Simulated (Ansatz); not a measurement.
Input:

HfO2 (fluorite)

```
CELL_PARAMETERS angstrom
      0.00000     5.09813     5.09813
      2.54906     2.54906     5.09813
      2.54906     2.54906     0.00000
ATOMIC_POSITIONS crystal
  Hf 0.00000 0.00000 0.00000
  Hf 0.50000 0.00000 0.00000
  O  0.00000 0.25000 0.25000
  O  0.50000 0.25000 0.25000
  O  0.00000 0.75000 0.75000
  O  0.50000 0.75000 0.75000
```

A phonon eigenvector at X = (0.5, 0.5, 0.0) is frozen into this cell: atom i moves by Q times the vector below, so Q is the largest atomic displacement, in Å. The cell is held. It is one choice among 2 degenerate patterns. (q is in reciprocal vectors of the primitive cell; the cell shown is doubled to hold the pattern.)

```csv
atom,x,y,z
Hf1,-0.001,0.000,0.000
Hf2,0.001,0.000,0.000
O3,0.000,1.000,0.000
O4,0.000,-1.000,0.000
O5,0.000,1.000,0.000
O6,0.000,-1.000,0.000
```

These are PBE (plane waves to 420 eV, PAW, scalar-relativistic; Ansatz, a quantum-chemistry and plane-wave program) values and carry that method's errors. k mesh 11×11×11 (Γ-centred), Fermi-Dirac smearing 0.05 eV. The energy includes the smearing's −TS. HfO2 is run without spin polarisation. HfO2 was relaxed with its symmetry unable to fall. Spin-orbit coupling is left out, though Hf is heavy. The PAW data are Ansatz's earlier set. This is a high-temperature form of HfO2. ΔE is measured from the undisplaced structure.

The scan covers Q from -0.280 to 0.280 Å in 13 points.

Q: Which space group does the distorted structure have?

A: Cmcm (No. 63), lowered from Fm-3m.

Q: What is the energy change at Q = 0.280 Å?

A: 3260 meV/cell.

Q: What harmonic wavenumber does the curvature at Q = 0 give?

A: 547 cm⁻¹.

(For displaced atoms, the force is minus the slope of the energy, and its curvature is a force constant, which sets phonon frequencies.)
